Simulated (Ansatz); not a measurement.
Relaxed-ion elastic tensor of CoSi2 (fluorite or antifluorite type, space group No. 225) in GPa (Voigt order), plane-wave PAW LDA (Ansatz code); density 5.21 g/cm³, 12.22 Å³ per atom.

```
276  167  167  0.0  0.0  0.0
167  276  167  0.0  0.0  0.0
167  167  276  0.0  0.0  0.0
0.0  0.0  0.0  100  0.0  0.0
0.0  0.0  0.0  0.0  100  0.0
0.0  0.0  0.0  0.0  0.0  100
```

Question: Is the crystal mechanically stable?

Answer: Yes: the smallest eigenvalue of C is 100 GPa.

Question: Work out the Voigt, Reuss and Hill averages.

Answer: K_V = 204, K_R = 204, K_H = 204; G_V = 81.8, G_R = 74.8, G_H = 78.3 GPa.

Question: Give Young's modulus, Poisson's ratio, Pugh's ratio and the universal anisotropy index.

Answer: E = 9KG/(3K + G) = 208 GPa; ν = 0.33; K/G = 2.60 (ductile by the Pugh limit of 1.75); A_U = 5G_V/G_R + K_V/K_R − 6 = 0.46.

Question: Estimate the sound speeds and the Debye temperature.

Answer: v_l = √((K + 4G/3)/ρ) = 7690 m/s, v_t = √(G/ρ) = 3880 m/s, mean 4350 m/s; Θ = (h/k)(3n/4πV)^(1/3) v_m = 562 K.

Question: Give the Zener ratio and Young's modulus along [100], [110] and [111].

Answer: A = 2C44/(C11 − C12) = 1.84; 1/E = S11 − 2(S11 − S12 − S44/2)Γ with Γ = 0, 1/4, 1/3 gives 150, 218, 258 GPa.

Question: Solve the Christoffel equation for the three sound speeds along [100], [110], [111].

Answer: Eigenvalues of C_ijkl n_j n_l equal ρv². In km/s, slowest first: [100] 4.38, 4.38, 7.28; [110] 3.23, 4.38, 7.86; [111] 3.65, 3.65, 8.04.

Space group Fm-3m (fluorite or antifluorite type). Symmetry was held in the LDA relaxation; phonons on a q-mesh show no instability. The run is not spin-polarised. As this level gives no gap, shear constants depend on the k-mesh and smearing (Fermi–Dirac, 0.1 eV here).

Potentials: the later of the program's two PAW sets.
